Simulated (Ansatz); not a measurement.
Values for one crystal, relaxed and computed with DFT-PBE in the program Ansatz with PAW potentials; other levels are named.

- Volume per atom: 11.76 Å³
- Band gap: 1.25 eV (indirect)
- Pressure derivative B′: 3.8
- Valence-band maximum: at Γ
- Hole effective mass, band 3 of 3 at the edge: 0.26 along [100], 0.15 along [110], 0.13 along [111] (mₑ)
- Hole effective mass, band 2 of 3 at the edge: 0.26 along [100], 0.26 along [110], 0.64 along [111] (mₑ)
- Electron effective mass: 0.23, 0.23, 1.3 mₑ (principal values)

Q: Which of these materials gives this?
A. ZnSe, zinc blende
B. CuI, zinc blende
C. CdS, zinc blende
D. BP, zinc blende

A: D, BP, zinc blende

Space group F-43m (zinc blende). The cell was relaxed with PBE under the symmetry of its start.

Potentials: the later of the program's two PAW sets.
